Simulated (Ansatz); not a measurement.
Sb (space group R-3m)

```xyz
2
Lattice="2.1872 1.2628 3.8467 -2.1872 1.2628 3.8467 0.0000 -2.5255 3.8467" Properties=species:S:1:pos:R:3 pbc="T T T"
Sb     0.0000     0.0000     3.0843
Sb     0.0000     0.0000     8.4558
```

The slice is a (1 -1 0 2) plane (indices of the conventional cell) through the point (0.267, 0.267, 0.267) (fractional), spanned by u = [1 0 -1] and v = [010] in vectors of this cell: u (4.37 Å) and v (4.60 Å, at 90° to u). It covers one period; positions are fractions (u, v).

Calculation: PBE (plane waves to 420 eV, PAW, scalar-relativistic; Ansatz, an electronic-structure program). k mesh 13×13×13. Inside the PAW spheres the values are not all-electron values, and peaks at nuclei hang on which shells count as valence. Sb was relaxed with its symmetry unable to fall. Spin-orbit coupling is left out, though Sb is heavy.

Three fields on this plane, each scaled to ten steps between its own extremes (0 low, 9 high; the total valence density on a logarithmic scale, the potential cut 8 eV below its top; x marks points blanked near nuclei; v = 0 in the bottom row):

Map A
```
|xxxxxxx56531000013565xxxxxx|
|xxxxxx5665310000135665xxxxx|
|xxxxxx6664210000124666xxxxx|
|xxxxx666532100001235666xxxx|
|xxxx66764321111112346766xxx|
|xx667765333334433333567766x|
|777776543445677654434567777|
|888765444578888887544456788|
|776543346788877888764334567|
|443333467776666667776433334|
|11112357766xxxxxx6677532111|
|0001246766xxxxxxxx667642100|
|000135766xxxxxxxxxx66753100|
|00024666xxxxxxxxxxxx6664200|
|00124665xxxxxxxxxxxx5664210|
|11235765xxxxxxxxxxxx5675321|
|22346775xxxxxxxxxxxx5776432|
|34456776xxxxxxxxxxxx6776544|
|556678875xxxxxxxxxx57887665|
|5667899865xxxxxxxx568998766|
|55568999865xxxxxx5689998655|
|xx456899976544445679998654x|
|xxxx56899876555567899865xxx|
|xxxxx578988766667889875xxxx|
|xxxxxx5788765555678875xxxxx|
|xxxxxx5677654334567765xxxxx|
|xxxxxxx67653222235676xxxxxx|
|xxxxxxx56642111124665xxxxxx|
```

Map B
```
|xxxxxxx03689999998630xxxxxx|
|xxxxxx0036899999986300xxxxx|
|xxxxxx0147899999987410xxxxx|
|xxxxx003578999999875300xxxx|
|xxxx00256889999998865200xxx|
|xx000246788888888887642000x|
|000135677777777777777653100|
|344566777665444456677766544|
|667777776431000013467777776|
|888888764100000000146788888|
|99988764100xxxxxx0014678899|
|9999875200xxxxxxxx002578999|
|999986300xxxxxxxxxx00368999|
|99987520xxxxxxxxxxxx0257899|
|99987510xxxxxxxxxxxx0157899|
|99987500xxxxxxxxxxxx0057899|
|98887510xxxxxxxxxxxx0157888|
|88776520xxxxxxxxxxxx0256778|
|666665300xxxxxxxxxx00356666|
|3334553100xxxxxxxx001355433|
|00012342000xxxxxx0002432100|
|xx000133200000000002331000x|
|xxxx00134320000002343100xxx|
|xxxxx002455433334554200xxxx|
|xxxxxx0045666666665400xxxxx|
|xxxxxx0036778888776300xxxxx|
|xxxxxxx03678899887630xxxxxx|
|xxxxxxx02678999987620xxxxxx|
```

Map C
```
|xxxxxxx75421000012457xxxxxx|
|xxxxxx9753210000123579xxxxx|
|xxxxxx8653210000123568xxxxx|
|xxxxx976432100001234679xxxx|
|xxxx97654321111112345679xxx|
|xx987654332222222233456789x|
|777665443333444433334456677|
|655544444455555555444444555|
|444433445567777776554433444|
|222233456678999987665433222|
|11122345789xxxxxx9875432211|
|0011235689xxxxxxxx986532110|
|000124579xxxxxxxxxx97542100|
|00013468xxxxxxxxxxxx8643100|
|00123568xxxxxxxxxxxx8653210|
|11123568xxxxxxxxxxxx8653211|
|22234578xxxxxxxxxxxx8754322|
|33345678xxxxxxxxxxxx8765433|
|444556789xxxxxxxxxx98765544|
|6666667889xxxxxxxx988766666|
|77777777889xxxxxx9887777777|
|xx988777788899998887777889x|
|xxxx98877777777777777889xxx|
|xxxxx987766655556667789xxxx|
|xxxxxx9766544444456679xxxxx|
|xxxxxx9865433333345689xxxxx|
|xxxxxxx86533222233568xxxxxx|
|xxxxxxx86432111123468xxxxxx|
```

**Question.** Assign the maps to these fields: electron localisation function (ELF); valence electron density; electrostatic potential energy of an electron, from the cell's mean.

**Answer.** A is the electron localisation function (ELF); B is the electrostatic potential energy of an electron, from the cell's mean; C is the valence electron density.
